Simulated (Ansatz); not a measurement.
Relaxed NaF (rock salt):

```yaml
crystal:
  lattice:
    - [0.00000, 4.59450, 4.59450]
    - [2.29725, 0.00000, 2.29725]
    - [2.29725, 2.29725, 0.00000]
  atoms:
    - { symbol: F, position: [0.00000, 0.00000, 0.00000] }
    - { symbol: F, position: [0.50000, 0.00000, 0.00000] }
    - { symbol: Na, position: [0.25000, 0.50000, 0.50000] }
    - { symbol: Na, position: [0.75000, 0.50000, 0.50000] }
```

The atoms are displaced by Q × the pattern below (from a DFPT mode at L = (0.5, 0.0, 0.0), largest move 1; Q in Å), at fixed cell. (q is in reciprocal vectors of the primitive cell; the cell shown is doubled to hold the pattern.)

| atom | x | y | z |
|---|---|---|---|
| Na3 | 0.577 | -0.577 | -0.577 |
| Na4 | -0.577 | 0.577 | 0.577 |

Atoms not listed stay in place.

Level of theory: r2SCAN (plane waves to 500 eV, PAW, scalar-relativistic; Ansatz, a program for electronic structure). k mesh 6×12×12 (Γ-centred), Fermi-Dirac smearing 0.05 eV. E stands for the smeared free energy. NaF was relaxed with its symmetry unable to fall. ΔE is measured from the undisplaced structure.

Problem. Estimate the ΔE (meV/cell) and −dE/dQ from forces (eV/Å) for Q (Å) = -0.233, -0.140, -0.093, -0.047, 0.047, 0.187.

Solution. 
```tsv
Q (Å)	ΔE (meV/cell)	−dE/dQ from forces (eV/Å)
-0.233	436	3.722
-0.140	158	2.248
-0.093	70	1.501
-0.047	18	0.753
0.047	18	-0.753
0.187	280	-2.990
```

(A displaced cell: forces are minus the slopes of the energy, force constants its curvatures, and phonons follow from these.)
